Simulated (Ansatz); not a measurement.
Collinear states of MnSn$_{3}$

These are results of DFT PBE, scalar-relativistic, plane waves, PAW in Ansatz 0.2.0, not measurements.

```
Sn Mn
1.0
     4.60277    0.00000    0.00000
     0.00000    4.60277    0.00000
     0.00000    0.00000    4.60277
Sn Mn
3 1
Direct
  0.00000 0.50000 0.50000
  0.50000 0.00000 0.50000
  0.50000 0.50000 0.00000
  0.00000 0.00000 0.00000
```

| Property | Result |
| --- | --- |
| plane-wave cutoff | 420 eV |
| Γ-centred k-mesh | 10×10×10 |
| occupation rule | Gaussian smearing, 0.1 eV |
| list of starting moments (μB, in atom order) | 0 0 0 4 |
| check for lower electronic states after the SCF | off |

Each order was relaxed in cell and atoms. A propagation vector, in units of the reciprocal vectors, doubles the cell, which takes an equally dense mesh. Site moments are spin moments in atom-centred spheres that scale with the neighbour distance. The states are those that the runs reached from these starts; a lower one can exist.

Problem. Starts tried: no spin; ferromagnetic; antiferromagnetic, doubled cell, propagation vector (0, 1/2, 1/2). Which state comes out lowest, and what are the moments?

Solution. The lowest state is ferromagnetic, reached from the start “ferromagnetic”, with site moments (μB) Mn +4.21.

```tsv
start	ends	energy above lowest (meV/atom)	site moments (μB)	gap on mesh (eV)	volume (Å³/atom)
no spin	non-magnetic	442	none over 0.05	metal	21.84
ferromagnetic	ferromagnetic	0.00	Mn +4.21	metal	24.38
antiferromagnetic, doubled cell, propagation vector (0, 1/2, 1/2)	antiferromagnetic	6.94	Mn +4.17, Mn -4.17	metal	24.30
```

Cost: 3 runs of about 6.3 core-minutes in all, on Intel Xeon Platinum 8259CL (Skylake/Cascade Lake) (shared hosts).